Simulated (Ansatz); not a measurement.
ZnCdSe$_{2}$:
```
ZnCdSe2
1.0
    4.12405     0.00000     0.00000
   -2.06203     3.57153     0.00000
    0.00000     0.00000     6.82963
Zn Cd Se
1 1 2
Direct
  0.00000   0.00000   0.00117
  0.66667   0.33333   0.49337
  0.66667   0.33333   0.10933
  0.00000   0.00000   0.64414
```

Relaxed with PBEsol. Special points in fractions of this cell's reciprocal vectors: Γ (0.000, 0.000, 0.000); M (0.500, 0.000, 0.000); K (0.333, 0.333, 0.000); A (0.000, 0.000, 0.500); L (0.500, 0.000, 0.500); H (0.333, 0.333, 0.500).

### Question
List the band energies nearest the valence-band maximum at these points for DFT-PBEsol with spin–orbit coupling in the program Ansatz with PAW potentials.

### Answer
In eV from the valence-band maximum; about four levels below and three above (degenerate sets whole), none deeper than 8.9 eV; points with the same levels are listed once.

| k | below | above |
|---|---|---|
| Γ | -0.14 -0.14 0.00 0.00 | 0.53 0.53 2.10 2.10 |
| M | -1.84 -1.84 -0.93 -0.93 | 2.72 2.72 3.23 3.23 |
| K | -2.35 -2.35 -2.05 -2.04 | 3.56 3.61 4.63 |
| A | -0.52 -0.52 -0.26 -0.26 | 1.89 1.89 2.71 2.71 |
| L | -1.70 -1.70 -1.39 -1.39 | 2.38 2.38 2.69 2.69 |
| H | -1.61 -1.55 -1.47 -1.41 | 3.31 3.36 3.46 |

Space group P3m1. The workflow started from a Materials Project entry (that database holds measured and hypothetical structures alike); the Crystallography Open Database copy checked does not list it. Its standing as an ambient phase is unchecked. The cell was relaxed with PBEsol under the symmetry of its start; of distortions, only those at the zone centre were tested.

Potentials: the later of the program's two PAW sets.
